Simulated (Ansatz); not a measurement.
Relaxed-ion elastic tensor of Mg2Sn (cubic Laves (MgCu2 type), Fd-3m) in GPa (Voigt order), the program Ansatz at the LDA level (PAW); density 4.13 g/cm³, 22.45 Å³ per atom.

```
52.2  40.7  40.7   0.0   0.0   0.0
40.7  52.2  40.7   0.0   0.0   0.0
40.7  40.7  52.2   0.0   0.0   0.0
 0.0   0.0   0.0  19.0   0.0   0.0
 0.0   0.0   0.0   0.0  19.0   0.0
 0.0   0.0   0.0   0.0   0.0  19.0
```

**Question.** Is the crystal mechanically stable?

**Answer.** Yes: the smallest eigenvalue of C is 11.5 GPa.

**Question.** Work out the Voigt, Reuss and Hill averages.

**Answer.** K_V = 44.6, K_R = 44.6, K_H = 44.6; G_V = 13.7, G_R = 9.9, G_H = 11.8 GPa.

**Question.** Give Young's modulus, Poisson's ratio, Pugh's ratio and the universal anisotropy index.

**Answer.** E = 9KG/(3K + G) = 32.6 GPa; ν = 0.38; K/G = 3.77 (ductile by the Pugh limit of 1.75); A_U = 5G_V/G_R + K_V/K_R − 6 = 1.94.

**Question.** Estimate the sound speeds and the Debye temperature.

**Answer.** v_l = √((K + 4G/3)/ρ) = 3820 m/s, v_t = √(G/ρ) = 1690 m/s, mean 1910 m/s; Θ = (h/k)(3n/4πV)^(1/3) v_m = 202 K.

**Question.** Give the Zener ratio and Young's modulus along [100], [110] and [111].

**Answer.** A = 2C44/(C11 − C12) = 3.31; 1/E = S11 − 2(S11 − S12 − S44/2)Γ with Γ = 0, 1/4, 1/3 gives 16.5, 33.2, 50.0 GPa.

**Question.** Solve the Christoffel equation for the three sound speeds along [100], [110], [111].

**Answer.** Eigenvalues of C_ijkl n_j n_l equal ρv². In km/s, slowest first: [100] 2.15, 2.15, 3.56; [110] 1.18, 2.15, 3.99; [111] 1.57, 1.57, 4.12.

The workflow started from an entry of the Crystallography Open Database (COD), which files this formula under 2 space groups. Its standing as an ambient phase is unchecked. Symmetry was held in the LDA relaxation. At this level the phase is dynamically unstable (imaginary phonons). The volume moved by 74 % from the start of the relaxation. As this level gives no gap, shear constants depend on the k-mesh and smearing (Fermi–Dirac, 0.1 eV here). Scalar-relativistic: spin–orbit coupling is off unless named, which matters more the heavier the elements.

Potentials: the later of the program's two PAW sets.
